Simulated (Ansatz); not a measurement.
Given:

TaRu:
```cif
data_RuTa
_chemical_formula_sum 'Ta1 Ru1'
_space_group_name_H-M_alt 'P4/mmm'
_space_group_IT_number 123
_space_group_name_Hall '-P 4 2'
_cell_length_a 3.04606
_cell_length_b 3.04606
_cell_length_c 3.39093
_cell_angle_alpha 90.000
_cell_angle_beta 90.000
_cell_angle_gamma 90.000
loop_
_atom_site_label
_atom_site_type_symbol
_atom_site_symmetry_multiplicity
_atom_site_Wyckoff_symbol
_atom_site_fract_x
_atom_site_fract_y
_atom_site_fract_z
_atom_site_occupancy
Ta1 Ta 1 d 0.50000 0.50000 0.50000 1
Ru1 Ru 1 a 0.00000 0.00000 0.00000 1
```

This is the r²SCAN-relaxed structure.

All from r²SCAN (plane waves, PAW; program Ansatz), unless another level is named. Predict the formation energy from the elements (no fitted shifts).

-0.36 eV/atom.

And the density of states at the Fermi level?

0.93 states/eV per atom (mean over ±0.08 eV).

The workflow started from a Materials Project entry (that database holds measured and hypothetical structures alike); the Crystallography Open Database files this formula in space group No. 123, but the cells were not matched. Its standing as an ambient phase is unchecked. The r²SCAN relaxation kept the symmetry of its start; its stability against distortions is not shown here. The run is not spin-polarised. The references are the lowest solids computed at this level, not always the standard phases. Scalar-relativistic: spin–orbit coupling is off unless named, which matters more the heavier the elements.

Potentials: the earlier of the program's two PAW sets. The files were generated under PBE; for other functionals the program regenerates the frozen cores, and for LDA and PBEsol the local potential too.
